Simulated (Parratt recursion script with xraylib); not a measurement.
# Surface roughness and fringe height: Ni3Al on Si

| layer, from the top | thickness (Å) | density (g/cm³) | rms roughness of its top face (Å) | δ (10⁻⁶) | β (10⁻⁶) |
|---|---|---|---|---|---|
| Ni3Al | 150 | 6.555 | varied | 4.304 | 0.1521 |
| Si (substrate) | – | 2.313 | 4 | 1.576 | 0.008622 |

The refractive index is n = 1 − δ + iβ. Vacuum lies above.

Densities are inputs, not measurements. They were set from computed cells of the Materials Project: Ni3Al from entry mp-2593 (Pm-3m, 7.711 g/cm³, taken at 85 %); Si from entry mp-149 (Fd-3m, 2.313 g/cm³). A layer's crystal structure does not enter its constants, only its composition and density.

Method: specular X-ray reflectivity, Parratt recursion, Névot-Croce roughness, xraylib tables (Parratt recursion script with xraylib 4.3.0).

Photon energy 17.479 keV (λ = 0.7093 Å), s polarisation. The grazing angle θ is scanned from 0.05° to 1.15° in 900 evenly spaced points, and the curve is smoothed with a Gaussian of 0.004° full width. A maximum is a scan point above both neighbours; its place and height come from a parabola through R at the three points.

The table follows two fringe maxima, those next to orders 3.5 and 5.5 of m = (2d/λ)(sin²θ − 2δ)^½, through runs that differ in the roughness σ₁ of the film surface alone.

```
σ₁ (Å)  θ of the first (°)  R there  θ of the second (°)      R there
------  ------------------  -------  -------------------  -----------
2.3                  0.495  0.00193                0.758  2.53 × 10⁻⁴
10                   0.492        ?                0.748            ?
```

**Question.** Estimate the two heights for σ₁ = 10 Å.

**Answer.** At a maximum the amplitudes from the film's two faces add: R ≈ (|r₁|g₁ + |r₂|g₂A)². Here q₀ = 4π sin θ/λ, qⱼ = (q₀² − 32π²δⱼ/λ²)^½ (1 film, 2 substrate), |r₁| = |q₀² − q₁²|/(q₀ + q₁)², |r₂| = |q₁² − q₂²|/(q₁ + q₂)² with the numerators taken from the constants, g₁ = exp(−q₀q₁σ₁²/2), g₂ = exp(−q₁q₂σ₂²/2), and A = exp(−16π²β₁d/(λ²q₁)) for absorption in the film.

Check on a shown row, σ₁ = 2.3 Å, second maximum: q₀ = 0.2344, q₁ = 0.2286, q₂ = 0.2323 Å⁻¹; |r₁| = 0.0126, |r₂| = 0.00806; g₁ = 0.868, g₂ = 0.654, A = 0.969; R ≈ 2.57 × 10⁻⁴ against 2.53 × 10⁻⁴ in the table.

- σ₁ = 10 Å, first maximum: q₀ = 0.1521, q₁ = 0.1429, q₂ = 0.1488 Å⁻¹; |r₁| = 0.0310, |r₂| = 0.0201; g₁ = 0.337, g₂ = 0.844, A = 0.951; R ≈ 7.07 × 10⁻⁴.
- σ₁ = 10 Å, second maximum: q₀ = 0.2313, q₁ = 0.2254, q₂ = 0.2292 Å⁻¹; |r₁| = 0.0130, |r₂| = 0.00829; g₁ = 0.0738, g₂ = 0.661, A = 0.969; R ≈ 3.93 × 10⁻⁵.

The run gave 6.55 × 10⁻⁴ and 3.65 × 10⁻⁵; the estimates are 1.08 and 1.08 times these.
